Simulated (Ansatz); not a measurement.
**Data sheet: Si$_{3}$N$_{4}$ (DFT)**

Si$_{3}$N$_{4}$:
```
Si3N4
1.0
    0.00000     3.86500     3.86500
    3.86500     0.00000     3.86500
    3.86500     3.86500     0.00000
Si N
6 8
Direct
  0.62500   0.62500   0.12500
  0.62500   0.12500   0.62500
  0.62500   0.62500   0.62500
  0.12500   0.62500   0.62500
  0.25000   0.25000   0.25000
  0.00000   0.00000   0.00000
  0.86757   0.86757   0.86757
  0.85272   0.38243   0.38243
  0.86757   0.86757   0.39728
  0.38243   0.85272   0.38243
  0.39728   0.86757   0.86757
  0.38243   0.38243   0.38243
  0.86757   0.39728   0.86757
  0.38243   0.38243   0.85272
```

Space group Fd-3m (No. 227); conventional cell a = 7.730 Å, b = 7.730 Å, c = 7.730 Å, α = 90.00°, β = 90.00°, γ = 90.00°.

Method: the program Ansatz at the r²SCAN level (PAW). Geometry: relaxed at this level of theory. Other levels are named where they apply.

### Cell and energy

- Volume per atom: 8.25 Å³
- Density: 4.03 g/cm³
- Formation energy from the elements (no fitted shifts): -1.11 eV/atom

### Electronic structure

- Band gap: 4.03 eV (smallest direct gap 4.05 eV)
- Valence-band maximum: on the K–Γ line, 60 % of the way from K
- Conduction-band minimum: at Γ
- Electron effective mass, band 1 of 3 at the edge: 0.57 along [100], 0.46 along [110], 0.43 along [111] (mₑ)
- Electron effective mass, band 2 of 3 at the edge: 0.33 along [100], 0.38 along [110], 0.36 along [111] (mₑ)
- Electron effective mass, band 3 of 3 at the edge: 0.33 along [100], 0.33 along [110], 0.36 along [111] (mₑ)
- Hole effective mass: 0.34, 1.1, 6.4 mₑ (principal values)
- HSE06 gap on the r²SCAN cell: 4.75 eV

### Mechanics

* **Bulk modulus (Birch–Murnaghan fit)**: 321 GPa
* **Pressure derivative B′**: 4.1
* **Elastic constants (relaxed ions, GPa)**: C11 = 565, C12 = 200, C44 = 359
* **Mechanical stability**: stable (all eigenvalues of C positive)
* **Hill bulk and shear moduli**: 322 and 274 GPa
* **Young's modulus**: 640 GPa
* **Poisson's ratio**: 0.17
* **Debye temperature from the elastic constants**: 1340 K

### Dielectric response

* **Electronic dielectric constant ε∞ (DFPT)**: 4.91
* **Static dielectric constant ε0 (ions relaxed, cell fixed)**: 12.0
* **Born charges (a third of the trace)**: Si +3.58 to +3.68, N -2.73 e

### Phonons

* **Highest zone-centre frequency (without LO–TO term)**: 981 cm^-1
* **Zone-centre stability**: no imaginary mode at Γ

### Charges

- Bader charges = Si +3.15 to +3.21, N -2.39 e

The r²SCAN relaxation kept the symmetry of its start. The references are the lowest solids computed at this level, not always the standard phases (solids in place of the gases).

Potentials: the earlier of the program's two PAW sets.
